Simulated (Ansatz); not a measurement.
Ansatz (a first-principles code) input:

Ansatz 0.2 input:
```yaml
crystal:
  lattice:
    - [0.0, 2.5321721583, 2.5321721583]
    - [2.5321721583, 0.0, 2.5321721583]
    - [2.5321721583, 2.5321721583, 0.0]
  atoms:
    - { symbol: Sr, position: [0.0, 0.0, 0.0] }
    - { symbol: O, position: [0.5, 0.5, 0.5] }
kpoints:
  mp_grid: { grid: [8, 8, 8] }
hamiltonian:
  xc: lda
  pseudopotentials: { kind: paw }
scf:
  occupations: { method: fixed }
phonons:
  method: dfpt
  response_accuracy: low
  qmesh: [4, 4, 4]
  interpolated_qmesh: [18, 18, 18]
  dielectric: true
  rigid_motions: translations
  temperatures: { t_max: 1000, t_step: 50 }
  qpath:
    path:
      - [[0.0, 0.0, 0.0], [0.5, 0.0, 0.5], [0.625, 0.25, 0.625]]  # Γ-X-U
      - [[0.375, 0.375, 0.75], [0.0, 0.0, 0.0], [0.5, 0.5, 0.5], [0.5, 0.25, 0.75], [0.5, 0.0, 0.5]]  # K-Γ-L-W-X
    npoints: 13
```

Output (shortened):

```
Pseudopotential: Sr, paw, valence charge 10
Pseudopotential: O, paw, valence charge 6
Functional definition: SPW92
Crystal: 2 atoms, lattice volume = 32.472 Å³
Basis set: ecut = 420 eV, 609 PW (Γ), exchange–correlation on 48×48×48 points (8 copies of the dense FFT grid, shifted against one another)
Bands: 12, of which v1, the nominal top of the filled ones, is band 8 counted from 1 (7 counted from 0)
Symmetry: 48 space group operations
k-points: 59 of 512 (irreducible under 8 space group operations, time reversal used)
SCF iter   1: F=—  HF=-4002.848988 eV  |F-HF|=—  |Δ(HF+E_count)|=         —  Δρ=1.64e-2  dr2=8.87e-2  ethr=1.77e-3  ⟨swp⟩=6.0  Hψ=4661  notcnv=0  defer=109
preconditioner: auto → none
SCF iter   2: F=—  HF=-4002.847736 eV  |F-HF|=—  |Δ(HF+E_count)|=   1.25e-3  Δρ=1.72e-2  dr2=7.96e-2  ethr=5.55e-4  ⟨swp⟩=2.1  Hψ=1567  notcnv=0  defer=114
SCF iter   3: F=—  HF=-4002.829129 eV  |F-HF|=—  |Δ(HF+E_count)|=   1.86e-2  Δρ=2.16e-3  dr2=6.48e-4  ethr=4.97e-4  ⟨swp⟩=2.0  Hψ=995  notcnv=0  defer=103
SCF iter   4: F=—  HF=-4002.828930 eV  |F-HF|=—  |Δ(HF+E_count)|=   1.99e-4  Δρ=3.05e-4  dr2=1.16e-5  ethr=4.05e-6  ⟨swp⟩=2.3  Hψ=1106  notcnv=0  defer=116
SCF iter   5: F=—  HF=-4002.828929 eV  |F-HF|=—  |Δ(HF+E_count)|=   1.39e-6  Δρ=8.73e-5  dr2=1.18e-6  ethr=7.27e-8  ⟨swp⟩=2.3  Hψ=1157  notcnv=0  defer=42
SCF iter   6: F=—  HF=-4002.828927 eV  |F-HF|=—  |Δ(HF+E_count)|=   1.43e-6  Δρ=2.09e-5  dr2=6.95e-8  ethr=7.36e-9  ⟨swp⟩=2.4  Hψ=1203  notcnv=0  defer=3
SCF iter   7: F=—  HF=-4002.828927 eV  |F-HF|=—  |Δ(HF+E_count)|=   1.48e-8  Δρ=9.52e-7  dr2=2.32e-10  ethr=4.34e-10  ⟨swp⟩=2.9  Hψ=1093  notcnv=0  defer=3
SCF iter   8: F=-4002.828927 eV  HF=-4002.828927 eV  |F-HF|=4.55e-13  |Δ(HF+E_count)|=  9.55e-12  Δρ=1.01e-7  dr2=3.13e-12  ethr=1.00e-12  ⟨swp⟩=9.3  Hψ=4869  notcnv=0
SCF 1 converged in 8 iterations: F = -4002.828927 eV  dr2 = 3.13e-12
DFPT response loops at Γ: preconditioner auto → none (the input reference at scf.mixing.eps_inf says where Resta's filter doesn't serve); β = 0.50 …
── the response to a field inside a basis, on 8×8×8 k-points: an SCF that follows is theirs, and a resumed run solves both again ──
Crystal: 2 atoms, lattice volume = 32.472 Å³
Bands: 9, of which v1, the nominal top of the filled ones, is band 8 counted from 1 (7 counted from 0)
k-points: 60 of 512 (irreducible under 12 space group operations)
SCF iter   1: F=—  HF=-4002.833418 eV  |F-HF|=—  |Δ(HF+E_count)|=         —  Δρ=7.62e-4  dr2=2.80e-5  ethr=1.00e-1
preconditioner: auto → none
SCF iter   2: F=—  HF=-4002.833414 eV  |F-HF|=—  |Δ(HF+E_count)|=   3.60e-6  Δρ=3.71e-4  dr2=1.77e-5  ethr=1.75e-7
SCF iter   3: F=—  HF=-4002.833414 eV  |F-HF|=—  |Δ(HF+E_count)|=   4.10e-7  Δρ=2.64e-4  dr2=1.25e-5  ethr=1.11e-7
SCF iter   4: F=-4002.833412 eV  HF=-4002.833412 eV  |F-HF|=4.69e-9  |Δ(HF+E_count)|=   2.82e-6  Δρ=2.02e-5  dr2=4.11e-8  ethr=7.78e-8
SCF 1 converged in 4 iterations: F = -4002.833412 eV  dr2 = 4.11e-8
DFPT response loops at Γ: mixed as the last ones told, above
NSCF: frozen V_eff on 29 k-points
NSCF: frozen V_eff on 576 k-points
DFPT response loops at q = (0, 0, 0.25) (fractional): mixed as the last ones told, above
NSCF: frozen V_eff on 300 k-points
DFPT response loops at q = (0, 0, -0.5) (fractional): preconditioner auto → Resta (q_TF=auto, 2.425 Å⁻¹)  ε∞=4.4 (no band partly filled) …
NSCF: frozen V_eff on 328 k-points
DFPT response loops at q = (0, 0.25, 0.25) (fractional) …
NSCF: frozen V_eff on 1024 k-points
DFPT response loops at q = (0, 0.25, -0.5) (fractional): mixed as the last ones told, above
NSCF: frozen V_eff on 576 k-points
DFPT response loops at q = (0, 0.25, -0.25) (fractional): mixed as the last ones told, above
NSCF: frozen V_eff on 190 k-points
DFPT response loops at q = (0, -0.5, -0.5) (fractional): preconditioner auto → Resta (q_TF=auto, 2.425 Å⁻¹)  ε∞=4.4 (no band partly filled) …
NSCF: frozen V_eff on 328 k-points
DFPT response loops at q = (0.25, -0.5, -0.25) (fractional) …
SCF converged after 8 iterations
Free energy (F): -4002.828927 eV
Harris-Foulkes:  -4002.828927 eV  (|F-HF|=4.55e-13)
Internal energy: -4002.828927 eV  (E = F + TS)
E sigma→0 (E₀):  -4002.828927 eV
Fermi energy:    8.033317 eV
--- Per-component energies (eV) ---
  E_band       = -53.262280
  E_kinetic    = 423.141344
  E_local      = -845.099852  (includes V_loc(G=0)·N_el)
  E_nonlocal   = 256.347266
  E_hartree    = 225.150332
  E_xc         = -246.437761
  E_vxc        = -258.106152  (∫ρ·V_xc dr)
  E_paw        = -2743.945605  (= ΣΔE_a)
  E_vpaw       = -79.848067  (= ΣTr[D̂ρ^β])
  E_aug_tail   = 0.002493  (compensation charges beyond the density's cutoff)
  E_ewald      = -1072.378201
  E_core_change = 0.391057  (= ΣΔE_core)
  E_smearing   =  0.000000  (= −TS)
  E_closure    =  0.000000  (closes the sum)
  Σ components = -4002.828927   (vs F -4002.828927, Δ=0.00e0)
  [band-id]    e_kinetic+e_local+e_nonlocal+2·e_hartree+e_vxc+e_vpaw+e_augmentation_tail = -53.262305   (vs E_band -53.262280, Δ=-2.51e-5)
--- Band table (eV; the first three rows and the last of 59) ---
  k-point 0: bands = ["-23.9119", "-6.7722", "-5.5122", "-5.5122", "-5.5122", "8.0333", "8.0333", "8.0333", "12.1761", "14.2980", "14.2980", "14.2980"]
  k-point 1: bands = ["-23.8868", "-7.1727", "-5.5262", "-5.5262", "-5.1711", "7.5531", "7.8198", "7.8198", "12.9014", "14.1202", "14.6212", "14.6212"]
  k-point 2: bands = ["-23.8252", "-7.8108", "-5.5597", "-5.5597", "-4.6769", "6.6776", "7.3624", "7.3624", "14.0662", "14.4640", "15.5054", "15.5054"]
  k-point 58: bands = ["-23.6834", "-7.5259", "-6.3293", "-6.3293", "-4.8869", "6.8322", "7.6668", "7.6668", "14.0795", "14.0795", "17.0510", "19.6512"]
--- Phonons (Γ-DFPT): 2 representative perturbations + reference, on 59 of 512 k-points (Σ response iterations 6) ---
  ASR residual: 9.457e-5 → 0.000e0 eV/Å²; symmetrization residual: 8.692e-7 eV/Å²
  ASR residual per site (eV/Å²): 9.46e-5 6.22e-5
  Γ frequencies (cm⁻¹): 0.00 0.00 0.00 215.54 215.54 215.54
  ε∞ (high-frequency dielectric tensor):
        3.875416     0.000000     0.000000
        0.000000     3.875416     0.000000
        0.000000     0.000000     3.875416
  ε⁰ (static dielectric tensor: ions relaxed, cell fixed):
       18.617124     0.000000     0.000000
        0.000000    18.617124     0.000000
        0.000000     0.000000    18.617124
  ε⁰ − ε∞ (ionic part):
       14.741708     0.000000     0.000000
        0.000000    14.741708     0.000000
        0.000000     0.000000    14.741708
  softest optical mode at Γ: 215.54 cm⁻¹; the repairs (sum rule, projections) moved no ω² at Γ by more than (1.07 cm⁻¹)²
  Born effective charges Z* (e; rows j = field, columns β = displacement):
    site 0:
         2.47276    0.00000    0.00000
         0.00000    2.47276    0.00000
         0.00000    0.00000    2.47276
    site 1:
        -2.47276    0.00000    0.00000
         0.00000   -2.47276    0.00000
         0.00000    0.00000   -2.47276
  Z* charge neutrality: 1.862e-3 e pre-enforcement
  solved inside a basis spanned on kpoints, on 8×8×8 k-points, its susceptibility summed on 12×12×12: ε∞ is read to err by 9.9e-3, Z* by 1.2e-2 e (field_mesh …
  optical modes at Γ without the LO–TO term, one row a degenerate level:
      ω (cm⁻¹)  modes    IR ((D/Å)²/amu)
        215.54      3            31.2816
  optical modes at Γ + LO–TO along q̂ = [1.0000, 0.0000, 0.0000]:
      ω (cm⁻¹)  modes    IR ((D/Å)²/amu)
        215.54      2            20.8544
        472.42      1            10.4272
  optical modes at Γ + LO–TO along q̂ = [0.0000, 1.0000, 0.0000]:
      ω (cm⁻¹)  modes    IR ((D/Å)²/amu)
        215.54      2            20.8544
        472.42      1            10.4272
  optical modes at Γ + LO–TO along q̂ = [0.0000, 0.0000, 1.0000]:
      ω (cm⁻¹)  modes    IR ((D/Å)²/amu)
        215.54      2            20.8544
        472.42      1            10.4272
  non-analytic LO–TO correction: the dipole-dipole term of the run's Born effective charges and high-frequency dielectric tensor (where they are solved with …
--- Phonons (arbitrary-q DFPT): 8 irreducible q on the 4×4×4 mesh ---
  q = [0.0000, 0.0000, 0.0000] (star 1, of the zone-centre solve; hermiticity 7.52e-7, symmetrization 2.09e-14): 0.00 0.00 0.00 215.54 215.54 215.54
  q = [0.0000, 0.0000, 0.2500] (star 8, 2 solved perturbations on 288 of 512 k-point pairs; hermiticity 1.70e-6, symmetrization 4.91e-9): 84.49 84.49 155.93 253.41 253.41 458.56
  q = [0.0000, 0.0000, -0.5000] (star 4, 2 solved perturbations on 150 of 512 k-point pairs; hermiticity 9.08e-9, symmetrization 4.45e-9): 110.78 110.78 234.80 285.71 285.71 436.55
  q = [0.0000, 0.2500, 0.2500] (star 6, 4 solved perturbations in 528 linear systems a pass and spin channel, the states on 164 of 512 k-point pairs; hermiticity 8.44e-7, symmetrization 8.72e-9): 91.39 91.39 162.94 237.27 237.27 416.41
  q = [0.0000, 0.2500, -0.5000] (star 24, 4 solved perturbations in 1600 linear systems a pass and spin channel, the states on 512 of 512 k-point pairs; hermiticity 1.33e-6, symmetrization 4.43e-8): 120.63 144.53 200.56 264.65 285.04 375.37
  q = [0.0000, 0.2500, -0.2500] (star 12, 4 solved perturbations in 904 linear systems a pass and spin channel, the states on 288 of 512 k-point pairs; hermiticity 7.88e-7, symmetrization 1.76e-8): 110.49 140.29 194.55 267.28 280.44 413.40
  q = [0.0000, -0.5000, -0.5000] (star 3, 4 solved perturbations in 308 linear systems a pass and spin channel, the states on 95 of 512 k-point pairs; hermiticity 1.01e-6, symmetrization 9.86e-9): 126.09 126.09 197.72 242.40 242.40 310.67
  q = [0.2500, -0.5000, -0.2500] (star 6, 4 solved perturbations in 502 linear systems a pass and spin channel, the states on 164 of 512 k-point pairs; hermiticity 1.66e-6, symmetrization 1.33e-8): 151.45 171.25 171.25 283.33 283.33 326.59
  sum rule: each row above includes the acoustic sum rule's correction from the zone centre's row sums; it moved no ω² by more than (1.03 cm⁻¹)²
  mesh force constants: q→R imaginary residual 1.42e-18; ASR residual 9.457e-5 → 0.000e0 eV/Å²; symmetrization residual 3.553e-15 eV/Å²
  interpolated dispersion: 81 rows × 6 modes
  density of states and harmonic sums: on the 18×18×18 q-mesh, interpolated from the force constants of a 4×4×4 supercell (with the dipole–dipole term)
  largest difference from the sums on the solved wave vectors: F 1.01e-2 eV, S 1.41e-5 and C_V 3.96e-6 eV/K
  zero-point energy: 0.084209 eV/cell   skipped modes (ω ≤ 0): 3   left out of the sums: 8.57e-5 of the cell's modes …
```

Cost: very roughly 2.5 core-minutes on shared cores.

Space group Fm-3m (rock salt). Symmetry was held in the LDA relaxation. Scalar-relativistic: spin–orbit coupling is off unless named, which matters more the heavier the elements.

Potentials: the later of the program's two PAW sets.

Ansatz is a plane-wave DFT program.
